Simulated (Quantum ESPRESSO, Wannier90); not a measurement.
MgO (rock salt), plane waves to Wannier functions

```xyz
2
Lattice="0.0000 2.0970 2.0970 2.0970 0.0000 2.0970 2.0970 2.0970 0.0000" Properties=species:S:1:pos:R:3 pbc="T T T"
Mg     0.0000     0.0000     0.0000
O      2.0970     2.0970     2.0970
```

Cell from Materials Project (mp-1265), symmetrised, no further relaxation. COD (Crystallography Open Database) has an entry of this formula and space group (matched by these alone). Method: LDA plane waves in Quantum ESPRESSO 7.5 (PseudoDojo norm-conserving files, 68 Ry, no spin polarisation, no spin-orbit coupling), Bloch states on a 6×6×6 mesh through Γ, Wannier90 4.0.1. Density: 12×12×12 mesh, cold smearing 0.01 Ry.

Functional, cutoff and mesh named above are those of the base row (1); the first column says what each row takes instead. Model: 8 functions from bands 5-19, start hydrogen-like Mg: s;p; O: s;p, disentangled but not localised (num_iter = 0), frozen window tied to the conduction edge or Fermi level of each row, as listed, which moves Ω_I and hoppings a little by itself. Energies are relative to the valence-band maximum; the misfit is to pw.x on a path, for states up to 5.8 eV relative to the valence-band maximum. The lattice is scaled uniformly, fractional positions fixed. The disentangled Ω_I can sit in another minimum from row to row.

| scale | frozen to (eV) | Ω_I (Å²) | rms misfit (meV) | gap (eV) | bottom of band 5 (eV) | on-site Mg1 pz minus Mg1 s (eV) | hopping modulus O2 pz – Mg1 pz, R = 0 0 1 (eV) | hopping modulus O2 s – Mg1 pz, R = 1 1 0 (eV) | hopping modulus O2 s – Mg1 s, R = 0 1 1 (eV) |
|---|---|---|---|---|---|---|---|---|---|
| 0.97 | 7.27 | 5.01 | 6.6 | 5.77 | -17.51 | 4.40 | 2.674 | 2.123 | 0.850 |
| 0.985 | 6.78 | 5.09 | 6.1 | 5.28 | -17.25 | 4.50 | 2.574 | 1.986 | 0.786 |
| 1 | 6.31 | 5.17 | 5.2 | 4.81 | -17.01 | 4.58 | 2.477 | 1.853 | 0.727 |
| 1.015 | 5.88 | 5.26 | 5.0 | 4.38 | -16.78 | 4.63 | 2.383 | 1.726 | 0.671 |
| 1.03 | 5.47 | 5.31 | 5.0 | 3.97 | -16.58 | 4.75 | 2.302 | 1.608 | 0.618 |
